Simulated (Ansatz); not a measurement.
A geometry of SnSe away from equilibrium: step 2 of the relaxation of a relaxed SnSe cell displaced along its unstable phonon at q = (½, 0, 0) of its primitive reciprocal cell (106i cm⁻¹), largest move 0.15 Å. The numbers are results of PBE (plane waves to 420 eV, PAW, scalar-relativistic; Ansatz, a first-principles code), not measurements. Γ-centred k-mesh 4×8×4 on the run's cell (coarser than for final values), Fermi–Dirac smearing 0.05 eV.

```xyz
8
Lattice="7.9069 0.0000 0.0000 0.0000 3.9248 0.0000 0.0000 0.0000 8.1834" Properties=species:S:1:pos:R:3:forces:R:3 pbc="T T T" free_energy=-45974.898 pressure_GPa=-0.2
Sn    -0.3474     1.9624     0.0000   -0.6664    0.0000    0.0000
Sn     4.3009     1.9624     0.0000    0.6664    0.0000    0.0000
Sn     1.9767     0.0000     4.0917    0.0000    0.0000    0.0000
Sn     5.9302     0.0000     4.0917    0.0000    0.0000    0.0000
Se     0.0206     0.0000     2.0282    0.0975    0.0000   -0.2720
Se     3.9328     0.0000     2.0282   -0.0975    0.0000   -0.2720
Se     0.0206     0.0000     6.1553    0.0975    0.0000    0.2720
Se     3.9328     0.0000     6.1553   -0.0975    0.0000    0.2720
```

Positions in Å, forces in eV/Å, free energy of the cell in eV (comparable only within this code, potentials and settings). Largest force: 0.67 eV/Å, on Sn1, Sn2 (atoms numbered as listed); the geometry lies 0.06 eV/atom above the end of its relaxation.

No spin polarisation in the result.

The run could not lose the symmetry of its start: the end is stationary, and may be a saddle point rather than a minimum.

The end of the path is a generated cell of SnSe: the first start was made by placing the elements on the sites of a structure type, and the end was not matched to a known phase here, so it may be hypothetical. Known forms of SnSe include space group No. 62.
